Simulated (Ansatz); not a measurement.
HfO2 (tetragonal-ZrO2 type, space group P4_2/nmc)

```
CELL_PARAMETERS angstrom
      3.60482     0.00000     0.00000
      0.00000     3.60482     0.00000
      0.00000     0.00000     5.26502
ATOMIC_POSITIONS crystal
  Hf 0.00000 0.00000 0.00000
  Hf 0.50000 0.50000 0.50000
  O  0.00000 0.50000 0.19324
  O  0.00000 0.50000 0.69324
  O  0.50000 0.00000 0.30676
  O  0.50000 0.00000 0.80676
```

Scan: atom 5 (O, nearest neighbour Hf at 2.070 Å; its periodic images, 3.6 Å or more away, move with it) is displaced along Cartesian x, direction (1.000, 0.000, 0.000) in Cartesian axes, by s. The other atoms stay.

The numbers are results of PBE (plane waves to 420 eV, PAW, scalar-relativistic; Ansatz, a program for electronic structure), not measurements. k mesh 7×7×5 (Γ-centred), Fermi-Dirac smearing 0.05 eV. Energies are smeared free energies. HfO2 is run without spin polarisation. HfO2 was relaxed with its symmetry unable to fall. Spin-orbit coupling is left out, though Hf is heavy. The PAW data are Ansatz's earlier set. This is a high-temperature form of HfO2. The zero of ΔE is the undisplaced structure.

| s (Å) | ΔE (meV/cell) |
|---|---|
| -0.210 | 116.6 |
| -0.168 | 73.8 |
| -0.126 | 41.2 |
| -0.084 | 18.2 |
| -0.042 | 4.5 |
| 0.000 | 0.0 |
| 0.042 | 4.5 |
| 0.084 | 18.2 |
| 0.126 | 41.2 |
| 0.168 | 73.8 |
| 0.210 | 116.6 |

What force constant k = d²E/ds² at s = 0 does the table give?

5.1 eV/Å². It is the second difference of the nearest points, corrected with the next pair.

With k = 5.13 eV/Å² from the forces, is the well harmonic out to s = 0.210 Å?

½ks² = 113.1 meV/cell against the computed 116.6 meV/cell, so the well is close to harmonic there.

(For displaced atoms, the force is minus the slope of the energy, and its curvature is a force constant, which sets phonon frequencies.)
